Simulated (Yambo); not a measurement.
Yambo run on Rb$_{2}$NaYF$_{6}$ (space group Fm-3m, No. 225). The wavefunctions are norm-conserving LDA (Quantum ESPRESSO, 88 Ry, without SOC) ones on a 2×2×2 mesh (40 occupied bands); a = 6.383 Å, b = 6.383 Å, c = 6.383 Å, α = 60.00°, β = 60.00°, γ = 60.00°.

Yambo input:

```
rim_cut
gw0
dyson
el_el_corr
HF_and_locXC
ppa
em1d
RandQpts= 1000000
RandGvec= 1 Ry
EXXRLvcs= 88 Ry
VXCRLvcs= 352 Ry
Chimod= "HARTREE"
% BndsRnXp
 2 | 156 |
%
NGsBlkXp= 3 Ry
% LongDrXp
 1.0 | 1.0 | 1.0 |
%
PPAPntXp= 27.2114 eV
% GbndRnge
 1 | 156 |
%
GTermKind= "BG"
DysSolver= "n"
ExtendOut
% QPkrange
 1 | 1 | 40 | 41 |
%
```

k points by index: 1 = Γ.

Resulting energies as the program prints them:

```
#    K-point    Band    Eo [eV]    E [eV]    E-Eo [eV]    Vxc [eV]    Vnlxc [eV]    Sc|Eo [eV]    Sc|E [eV]    dSc/dw|Eo [eV]    Re(Z)    Im(Z)
#
    1    40    0.000000    -2.699132    -2.699132    -22.01620    -29.79157    4.467347    5.076234    -6.138111    0.815944    -0.001284
    1    41    6.101570    7.771373    1.669804    -8.939548    -4.231127    -2.847103    -3.038617    -3.120794    0.897112    -0.654286E-3
```
(The two width columns are left out.) Convergence of these settings isn't established.

Geometry of the Materials Project entry, not relaxed at this level.
